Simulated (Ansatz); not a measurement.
Here is the system:

Relaxed Tl (hcp, Mg type):

```
Tl
1.0
    7.03993     0.00000     0.00000
   -1.75998     3.04838     0.00000
    0.00000     0.00000     5.60163
Tl
4
Direct
  0.16667   0.66667   0.75000
  0.66667   0.66667   0.75000
  0.33333   0.33333   0.25000
  0.83333   0.33333   0.25000
```

In each cell atom 1 (Tl, nearest neighbour Tl at 3.460 Å; its periodic images, 3.5 Å or more away, move with it) moves by s·(0.707, 0.707, 0.000) (along Cartesian [110]), the rest being held.

All values below come from r2SCAN (plane waves to 500 eV, PAW, scalar-relativistic; Ansatz, a first-principles code). k mesh 6×12×7 (Γ-centred), Fermi-Dirac smearing 0.05 eV. E stands for the smeared free energy. With partly filled bands, energies and forces of such displacements shift with the k mesh and the smearing. Spin-orbit coupling is left out, though Tl is heavy. Tl was relaxed with its symmetry unable to fall. ΔE is measured from the undisplaced structure.

The scan covers s from -0.350 to 0.350 Å in 11 points.

**Question.** Is this a single well or a double well?

**Answer.** A single well with its minimum at or next to zero displacement.

**Question.** Is the energy the same for displacements of ±0.350 Å, and if not, which side lies higher?

**Answer.** Not even: the negative side lies higher at ±0.350 Å. With its periodic images moving along, the atom's site symmetry in this cell is mm2.

**Question.** What force acts on the atom along the line at s = -0.350 Å?

**Answer.** 0.688 eV/Å.

**Question.** What is the force constant k = d²E/ds² of this move at s = 0?

**Answer.** 1.68 eV/Å².

(For displaced atoms, the force is minus the slope of the energy, and its curvature is a force constant, which sets phonon frequencies.)
